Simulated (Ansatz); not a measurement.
Structure types of Ti compared at 75 GPa

Structure types of Ti are relaxed in primitive cells with their symmetry kept at 75 GPa, first on PAW files, then by LAPW. The enthalpy is E + pV at zero temperature, without zero-point motion. Only the types listed were tried, and differences under about 5 meV/atom are mesh noise. The real phase may be another.

Level of theory: DFT with LDA, scalar-relativistic, in Ansatz 0.2.0; Fermi–Dirac smearing of 0.05 eV, no spin polarisation. LAPW: all electrons, basis error target 0.5 meV/atom; PAW: frozen-core files, cutoff 420 eV.

k meshes: fcc 18×18×18, bcc 19×19×19, hcp 17×17×10, simple hexagonal 18×18×17, beta tin 18×18×18, omega 9×9×13.

The PAW files were made under PBE.

Which type is lowest in enthalpy, and by how much?

omega, 15 meV/atom below bcc. The whole table:

| start type | ends as | a, b, c (Å) | V (Å³/atom) | H − H(lowest), LAPW (meV/atom) | same, PAW |
| --- | --- | --- | --- | --- | --- |
| fcc | fcc, Fm-3m | 3.559, 3.559, 3.559 | 11.27 | 83.9 | 84.2 |
| bcc | bcc, Im-3m | 2.803, 2.803, 2.803 | 11.01 | 15.4 | 15.5 |
| hcp | hcp, P6_3/mmc | 2.407, 2.407, 4.467 | 11.21 | 83.6 | 83.7 |
| simple hexagonal | simple hexagonal, P6/mmm | 2.360, 2.360, 2.323 | 11.20 | 342.8 | 343.2 |
| beta tin | beta tin, I4_1/amd | 4.209, 4.209, 2.491 | 11.03 | 298.9 | 299.5 |
| omega | omega, P6/mmm | 3.969, 3.969, 2.497 | 11.35 | 0.0 | 0.0 |

Split the lead of omega over bcc into energy and pV.

For bcc less omega: ΔE = +175.6 meV/atom, and p·ΔV = 75 GPa × -0.3422 Å³ × 6.242 meV/(GPa·Å³) = -160.2 meV/atom, together 15.4 meV/atom. omega wins by its internal energy, though it is the less dense.

Would bcc gain on omega at higher pressure?

Yes: dH/dp = V, and its volume is smaller by 0.34 Å³/atom. Held constant, that would close the gap after about 7.2 GPa more, a rough figure, since the volume difference changes with pressure.
